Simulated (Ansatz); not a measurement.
Each is relaxed and computed with plane-wave PAW LDA (Ansatz code). Which alone has a direct gap?
A) NiH2O2, P-3m1 (Ni on 1a, H on 2d, O on 2d)
B) H4NF, P6_3mc (H on 6c, H on 2b, N on 2b, F on 2b)
C) TiH8N2F6, P-3m1 (Pearson symbol hP17)
D) CaGaGeH, P3m1 (Ca on 1b, Ga on 1a, Ge on 1c, H on 1a)

C, TiH8N2F6, P-3m1 (Pearson symbol hP17). TiH8N2F6: gap 5.09 eV (direct); H4NF: gap 6.03 eV (indirect); NiH2O2: gap 0.90 eV (indirect); CaGaGeH: gap 0.22 eV (indirect). Spin orders computed, not proven ground states: NiH2O2, P-3m1 (Ni on 1a, H on 2d, O on 2d) antiferromagnetic. Standing as an ambient phase not checked: TiH8N2F6, P-3m1 (Pearson symbol hP17); H4NF, P6_3mc (H on 6c, H on 2b, N on 2b, F on 2b); NiH2O2, P-3m1 (Ni on 1a, H on 2d, O on 2d); CaGaGeH, P3m1 (Ca on 1b, Ga on 1a, Ge on 1c, H on 1a). Weakly bound layers, chains or molecules computed without a dispersion correction, so cells and soft constants are ill determined: TiH8N2F6, P-3m1 (Pearson symbol hP17); H4NF, P6_3mc (H on 6c, H on 2b, N on 2b, F on 2b); NiH2O2, P-3m1 (Ni on 1a, H on 2d, O on 2d). Unstable at this level: TiH8N2F6, P-3m1 (Pearson symbol hP17). All cells were relaxed under the symmetry of their starts (and spin orders); stability against distortions was not tested throughout. Rows with no word on spin ran without spin polarisation. No Hubbard U is applied. Spin–orbit coupling is left out wherever it is not named.

Potentials: the later of the program's two PAW sets.
